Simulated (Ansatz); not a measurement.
## Diamond alloy of Si and C (2 of 64 Si sites exchanged), 64 atoms

Ansatz, PAW, plane waves. PBEsol relaxation of volume and atoms (shape held) at the single k point (¼, ¼, ¼) without its symmetry partners; single points on the relaxed atoms at the Γ point alone, onto which points of the small cell's zone fold. Arrangement: quasirandom. No spin–orbit coupling unless named.

Relaxed structure:

```
Si C
1.0
    10.72523    0.00000    0.00000
     0.00000   10.72523    0.00000
     0.00000    0.00000   10.72523
Si C
62 2
Direct
  0.00030 0.00004 0.00071
  0.99939 0.49997 0.00034
  0.00029 0.50033 0.50042
  0.50096 0.00570 0.99431
  0.50097 0.00578 0.50614
  0.49963 0.49318 0.99356
  0.50098 0.49390 0.50607
  0.12893 0.12554 0.12276
  0.10737 0.10677 0.60714
  0.12465 0.62827 0.12864
  0.12888 0.62236 0.62596
  0.62840 0.12481 0.12819
  0.60819 0.14307 0.64351
  0.62410 0.62174 0.12217
  0.62833 0.62777 0.62524
  0.25637 0.25000 0.99350
  0.24922 0.24369 0.50615
  0.25008 0.75054 0.00065
  0.24366 0.75600 0.50025
  0.74349 0.24992 0.99412
  0.74993 0.24372 0.50705
  0.74999 0.74944 0.99960
  0.75604 0.75610 0.50121
  0.37493 0.37536 0.12516
  0.39087 0.35464 0.64279
  0.37259 0.87826 0.12566
  0.37475 0.87543 0.62521
  0.87278 0.37121 0.12543
  0.87485 0.37536 0.62562
  0.87487 0.87458 0.12606
  0.89053 0.89580 0.60803
  0.24368 0.99979 0.25632
  0.24923 0.00588 0.74405
  0.25011 0.50032 0.25087
  0.25633 0.49315 0.75035
  0.75601 0.00086 0.25649
  0.74996 0.00657 0.74408
  0.74998 0.49914 0.24985
  0.74343 0.49368 0.75029
  0.37475 0.12477 0.37575
  0.39089 0.14248 0.85500
  0.37257 0.62526 0.37871
  0.37490 0.62476 0.87575
  0.89045 0.10770 0.39621
  0.87479 0.12516 0.87579
  0.87484 0.62559 0.37498
  0.87273 0.62498 0.87164
  0.00094 0.24381 0.25629
  0.99967 0.24351 0.74393
  0.00056 0.75606 0.25648
  0.00092 0.75596 0.74414
  0.50013 0.24978 0.25050
  0.49955 0.74994 0.25034
  0.50010 0.75013 0.75021
  0.12828 0.37455 0.37857
  0.12453 0.37251 0.87289
  0.10623 0.89349 0.39395
  0.12825 0.87822 0.87492
  0.62863 0.37169 0.37620
  0.60569 0.35615 0.85654
  0.62552 0.87772 0.37812
  0.62860 0.87577 0.87220
  0.99846 0.99996 0.50024
  0.49885 0.24848 0.74884
```

Question: What are the mean bond lengths by pair (pairs within 1.2 times the sum of covalent radii, less contacts 15 % beyond the pair's median; cation–cation pairs of compounds aside; long ionic contacts are cut short by that bound)?

Answer: C–Si 1.986 ± 0.006 Å (standard deviation, 8 bonds); Si–Si 2.348 ± 0.027 Å (standard deviation, 120 bonds).

Question: What gap lies between the top filled and the lowest empty level in the single points?

Answer: HSE06 1.14 eV (42 s on NVIDIA H100). An indirect band minimum needn't fold onto Γ of this cell; where it doesn't, these gaps are too wide.
